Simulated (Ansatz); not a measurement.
Input, command and steps of an Ansatz relaxation.

```yaml
crystal:
  lattice:
    - [6.9213785422, 0.0, 0.0]
    - [0.0, 6.9213785422, 0.0]
    - [0.0, 0.0, 3.6544878703]
  atoms:
    - { symbol: Al, position: [0.3827, 0.8827, 0.0] }
    - { symbol: Al, position: [0.1173, 0.3827, 0.0] }
    - { symbol: Al, position: [0.6173, 0.1173, 0.0] }
    - { symbol: Al, position: [0.8827, 0.6173, 0.0] }
    - { symbol: P, position: [0.0, 0.0, 0.0] }
    - { symbol: P, position: [0.5, 0.5, 0.0] }
    - { symbol: P, position: [0.1768, 0.6768, 0.5] }
    - { symbol: P, position: [0.3232, 0.1768, 0.5] }
    - { symbol: P, position: [0.8232, 0.3232, 0.5] }
    - { symbol: P, position: [0.6768, 0.8232, 0.5] }
basis:
  ecutwfc: 420
kpoints:
  mp_grid: { grid: [4, 4, 6] }
hamiltonian:
  xc: pbe
scf:
  occupations: { method: gaussian, width: 0.1 }
  lower_state_search: "off"
output:
  forces: true
  stress: true
  eigenvalues: true
relax:
  adjacent_minimum: "off"
  f_tol: 0.04
  max_steps: 70
  cell: { stress_tol: 0.4 }
```

```bash
ansatz run input.yaml --threads 1 --pin off --max-ram 2560MiB --backend cpu --events-out ev --progress --plain --runs-dir out
```

Method: Ansatz 0.2.0, DFT PBE, scalar-relativistic, plane waves, PAW.

Of 7 frames 7 are shown, positions in Å and forces in eV/Å; the SCF threshold varies from step to step. Steps run on the plane waves of an earlier cell, with a Pulay correction in the pressure. The basis is chosen afresh for the last frame, the zero of the energies, and at times for earlier ones too; energy and pressure step there, also at an unchanged geometry.

```xyz
10
Lattice="6.9214 0.0000 0.0000 0.0000 6.9214 0.0000 0.0000 0.0000 3.6545" Properties=species:S:1:pos:R:3:forces:R:3 pbc="T T T" step=1 free_energy_over_end_meV_per_atom=197.57 pressure_GPa=-5.89
Al    2.6488    6.1095    0.0000   -2.2335   -2.2335    0.0000
Al    0.8119    2.6488    0.0000    2.2335   -2.2335    0.0000
Al    4.2726    0.8119    0.0000    2.2335    2.2335    0.0000
Al    6.1095    4.2726    0.0000   -2.2335    2.2335    0.0000
P     0.0000    0.0000    0.0000    0.0000    0.0000    0.0000
P     3.4607    3.4607    0.0000    0.0000    0.0000    0.0000
P     1.2237    4.6844    1.8272    0.1004    0.1004    0.0000
P     2.2370    1.2237    1.8272   -0.1004    0.1004    0.0000
P     5.6977    2.2370    1.8272   -0.1004   -0.1004    0.0000
P     4.6844    5.6977    1.8272    0.1004   -0.1004    0.0000
10
Lattice="6.7267 0.0000 0.0000 0.0000 6.7267 0.0000 0.0000 0.0000 3.4718" Properties=species:S:1:pos:R:3:forces:R:3 pbc="T T T" step=2 free_energy_over_end_meV_per_atom=49.97 pressure_GPa=0.18
Al    2.4946    5.8579    0.0000   -0.9347   -0.9347    0.0000
Al    0.8688    2.4946    0.0000    0.9347   -0.9347    0.0000
Al    4.2321    0.8688    0.0000    0.9347    0.9347    0.0000
Al    5.8579    4.2321    0.0000   -0.9347    0.9347    0.0000
P     0.0000    0.0000    0.0000    0.0000    0.0000    0.0000
P     3.3633    3.3633    0.0000    0.0000    0.0000    0.0000
P     1.1707    4.5340    1.7359   -0.1090   -0.1090    0.0000
P     2.1927    1.1707    1.7359    0.1090   -0.1090    0.0000
P     5.5560    2.1927    1.7359    0.1090    0.1090    0.0000
P     4.5340    5.5560    1.7359   -0.1090    0.1090    0.0000
10
Lattice="6.7779 0.0000 0.0000 0.0000 6.7779 0.0000 0.0000 0.0000 3.3564" Properties=species:S:1:pos:R:3:forces:R:3 pbc="T T T" step=3 free_energy_over_end_meV_per_atom=14.44 pressure_GPa=0.98
Al    2.4605    5.8495    0.0000   -0.3122   -0.3122    0.0000
Al    0.9284    2.4605    0.0000    0.3122   -0.3122    0.0000
Al    4.3174    0.9284    0.0000    0.3122    0.3122    0.0000
Al    5.8495    4.3174    0.0000   -0.3122    0.3122    0.0000
P     0.0000    0.0000    0.0000    0.0000    0.0000    0.0000
P     3.3890    3.3890    0.0000    0.0000    0.0000    0.0000
P     1.1280    4.5170    1.6782   -0.1724   -0.1724    0.0000
P     2.2609    1.1280    1.6782    0.1724   -0.1724    0.0000
P     5.6499    2.2609    1.6782    0.1724    0.1724    0.0000
P     4.5170    5.6499    1.6782   -0.1724    0.1724    0.0000
10
Lattice="6.7727 0.0000 0.0000 0.0000 6.7727 0.0000 0.0000 0.0000 3.4082" Properties=species:S:1:pos:R:3:forces:R:3 pbc="T T T" step=4 free_energy_over_end_meV_per_atom=1.67 pressure_GPa=-0.20
Al    2.4056    5.7919    0.0000   -0.1219   -0.1219    0.0000
Al    0.9808    2.4056    0.0000    0.1219   -0.1219    0.0000
Al    4.3671    0.9808    0.0000    0.1219    0.1219    0.0000
Al    5.7919    4.3671    0.0000   -0.1219    0.1219    0.0000
P     0.0000    0.0000    0.0000    0.0000    0.0000    0.0000
P     3.3863    3.3863    0.0000    0.0000    0.0000    0.0000
P     1.0555    4.4418    1.7041    0.0205    0.0205    0.0000
P     2.3308    1.0555    1.7041   -0.0205    0.0205    0.0000
P     5.7172    2.3308    1.7041   -0.0205   -0.0205    0.0000
P     4.4418    5.7172    1.7041    0.0205   -0.0205    0.0000
10
Lattice="6.7937 0.0000 0.0000 0.0000 6.7937 0.0000 0.0000 0.0000 3.3718" Properties=species:S:1:pos:R:3:forces:R:3 pbc="T T T" step=5 free_energy_over_end_meV_per_atom=-0.05 pressure_GPa=0.21
Al    2.3973    5.7942    0.0000   -0.0547   -0.0547    0.0000
Al    0.9995    2.3973    0.0000    0.0547   -0.0547    0.0000
Al    4.3964    0.9995    0.0000    0.0547    0.0547    0.0000
Al    5.7942    4.3964    0.0000   -0.0547    0.0547    0.0000
P     0.0000    0.0000    0.0000    0.0000    0.0000    0.0000
P     3.3969    3.3969    0.0000    0.0000    0.0000    0.0000
P     1.0411    4.4380    1.6859    0.0209    0.0209    0.0000
P     2.3558    1.0411    1.6859   -0.0209    0.0209    0.0000
P     5.7526    2.3558    1.6859   -0.0209   -0.0209    0.0000
P     4.4380    5.7526    1.6859    0.0209   -0.0209    0.0000
10
Lattice="6.8009 0.0000 0.0000 0.0000 6.8009 0.0000 0.0000 0.0000 3.3732" Properties=species:S:1:pos:R:3:forces:R:3 pbc="T T T" step=6 free_energy_over_end_meV_per_atom=-0.20 pressure_GPa=0.00
Al    2.3940    5.7945    0.0000   -0.0301   -0.0301    0.0000
Al    1.0064    2.3940    0.0000    0.0301   -0.0301    0.0000
Al    4.4069    1.0064    0.0000    0.0301    0.0301    0.0000
Al    5.7945    4.4069    0.0000   -0.0301    0.0301    0.0000
P     0.0000    0.0000    0.0000    0.0000    0.0000    0.0000
P     3.4005    3.4005    0.0000    0.0000    0.0000    0.0000
P     1.0382    4.4386    1.6866    0.0140    0.0140    0.0000
P     2.3623    1.0382    1.6866   -0.0140    0.0140    0.0000
P     5.7628    2.3623    1.6866   -0.0140   -0.0140    0.0000
P     4.4386    5.7628    1.6866    0.0140   -0.0140    0.0000
10
Lattice="6.8009 0.0000 0.0000 0.0000 6.8009 0.0000 0.0000 0.0000 3.3732" Properties=species:S:1:pos:R:3:forces:R:3 pbc="T T T" step=7 free_energy_over_end_meV_per_atom=0.00 pressure_GPa=-0.03
Al    2.3940    5.7945    0.0000   -0.0302   -0.0302    0.0000
Al    1.0064    2.3940    0.0000    0.0302   -0.0302    0.0000
Al    4.4069    1.0064    0.0000    0.0302    0.0302    0.0000
Al    5.7945    4.4069    0.0000   -0.0302    0.0302    0.0000
P     0.0000    0.0000    0.0000    0.0000    0.0000    0.0000
P     3.4005    3.4005    0.0000    0.0000    0.0000    0.0000
P     1.0382    4.4386    1.6866    0.0141    0.0141    0.0000
P     2.3623    1.0382    1.6866   -0.0141    0.0141    0.0000
P     5.7628    2.3623    1.6866   -0.0141   -0.0141    0.0000
P     4.4386    5.7628    1.6866    0.0141   -0.0141    0.0000
```

The start puts this composition into another compound's structure type, which needn't suit it. At the end the space group is P4/mbm (tolerance 0.05 Å).

It took 32 s on 1 thread of Intel(R) Xeon(R) 6975P-C (Granite Rapids), on a shared host, peak memory 0.47 GiB.

The k mesh is coarse.